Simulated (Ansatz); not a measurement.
NaI:
```cif
data_INa
_chemical_formula_sum 'Na1 I1'
_space_group_name_H-M_alt 'P 1'
_space_group_IT_number 1
_cell_length_a 4.52773
_cell_length_b 4.52773
_cell_length_c 4.52773
_cell_angle_alpha 60.000
_cell_angle_beta 60.000
_cell_angle_gamma 60.000
loop_
_space_group_symop_operation_xyz
  'x, y, z'
loop_
_atom_site_label
_atom_site_type_symbol
_atom_site_fract_x
_atom_site_fract_y
_atom_site_fract_z
_atom_site_occupancy
Na1 Na 0.00000 0.00000 0.00000 1
I1 I 0.50000 0.50000 0.50000 1
```

Relaxed with PBEsol.

Problem. Decompose the optical modes at the zone centre into irreducible representations, and say which are infrared and Raman allowed.

Solution. Point group m-3m: Γ_opt = T1u. Infrared: T1u. Raman: none.

Problem. Assign frequencies (DFPT, PBEsol (plane waves, PAW; program Ansatz); without the LO–TO term).

Solution. T1u 118 cm⁻¹.

Space group Fm-3m (rock salt). The PBEsol relaxation kept the symmetry of its start; of distortions, only those at the zone centre were tested. Scalar-relativistic: spin–orbit coupling is off unless named, which matters more the heavier the elements.

Potentials: the later of the program's two PAW sets.
